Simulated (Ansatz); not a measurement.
Data:

Starting cell, CdBr2 (space group P6_3mc):

```
CELL_PARAMETERS angstrom
      3.98029     0.00000     0.00000
     -1.99015     3.44703     0.00000
      0.00000     0.00000    12.56749
ATOMIC_POSITIONS crystal
  Cd 0.66667 0.33333 0.87499
  Cd 0.33333 0.66667 0.37499
  Br 0.00000 0.00000 0.75034
  Br 0.00000 0.00000 0.25034
  Br 0.33333 0.66667 0.99967
  Br 0.66667 0.33333 0.49967
```

In this cell atom 1 (Cd, nearest neighbour Br at 2.781 Å; its periodic images, 4.0 Å or more away, move with it) is moved by s along Cartesian x, unit vector (1.000, 0.000, 0.000); all other atoms and the cell stay fixed.

Calculation: r2SCAN+rVV10 (plane waves to 500 eV, PAW, scalar-relativistic; Ansatz, a quantum-chemistry and plane-wave program). k mesh 8×8×2 (Γ-centred), Fermi-Dirac smearing 0.05 eV. Energies are smeared free energies. CdBr2 was relaxed with its symmetry unable to fall. The zero of ΔE is the undisplaced structure.

The scan covers s from -0.830 to 0.830 Å in 11 points.

Task: Is the energy the same for equal positive and negative displacements?

Result: Even: the same for both signs. With its periodic images moving along, the atom's site symmetry in this cell is 3m..

Task: What is the energy change at s = 0.830 Å?

Result: 1431 meV/cell.

Task: What is the force constant k = d²E/ds² of this move at s = 0?

Result: 3.12 eV/Å².

(A displaced cell: forces are minus the slopes of the energy, force constants its curvatures, and phonons follow from these.)
